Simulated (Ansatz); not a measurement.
Slab of bcc Ba (111), 5 layers

The slab is cut from the bcc crystal, the stable phase, as relaxed on PAW files (63.44 Å³/atom), with 20 Å of vacuum and a dipole correction:

```
Ba
1.0
     7.10642    0.00000    0.00000
    -3.55321    6.15434    0.00000
     0.00000    0.00000   25.80240
Ba
5
Cartesian
  5.3298 1.0257 10.0000
  -1.7766 5.1286 11.4506
  1.7766 3.0772 12.9012
  5.3298 1.0257 14.3518
  -1.7766 5.1286 15.8024
```

Computed with Ansatz 0.2.0; functional PBE, scalar-relativistic. Settings: a Γ-centred 6×6×1 k mesh, Fermi–Dirac smearing of 0.1 eV, no spin polarisation. Methods: LAPW: all electrons, basis error target 1 meV/atom; PAW: frozen-core files, cutoff 420 eV.

The bulk energy comes from a cell in the slab's orientation on a 6×6×8 mesh. The surface energy is (E(slab) − N·E(bulk))/2A at zero smearing, the mean of both faces; thin slabs carry quantum-size effects.

Spin–orbit coupling is left out, which matters for the heavy atoms. The cell is 1×1, so reconstructions are forbidden, and in slabs of four or five layers the relaxations can be far larger than at a real surface.

Q: As cut, the LAPW slab lies 2.221 eV above 5 atoms of bulk. What surface energy is that?

A: Over two faces of 43.74 Å² it is 25.4 meV/Å², and times 16.02 J/m² per eV/Å² that gives γ = 0.407 J/m².

```json
{"method": "LAPW", "γ as cut (J/m²)": "0.407", "γ relaxed (J/m²)": "?", "Φ as cut (eV)": "?"}
```

Q: What belongs in the row "LAPW", column "γ relaxed (J/m²)"?

A: 0.385.

Q: Give the missing entry: row "LAPW", column "Φ as cut (eV)".

A: 2.41.

Q: How do the spacings between the planes relax?

A: From the bottom face up: d12 +30.2 % of 1.451 Å, d23 -21.4 % of 1.451 Å, d34 -21.4 % of 1.451 Å, d45 +30.2 % of 1.451 Å.

Q: Where do the band edges lie?

A: On the k mesh: gap 0.08 eV, valence top 2.37 eV below the vacuum level.

Q: What changes if relativity is switched off, at the same positions?

A: LAPW then gives: no gap, work function 2.32 eV.

Q: A field of 0.2 V/Å is applied along the normal, atoms held. What follows?

A: LAPW finds an induced dipole of 0.5292 e·Å a cell (PAW 0.5289), that is 10.95 Å for 4πα over the area, against 6.06 Å between the outer atoms.
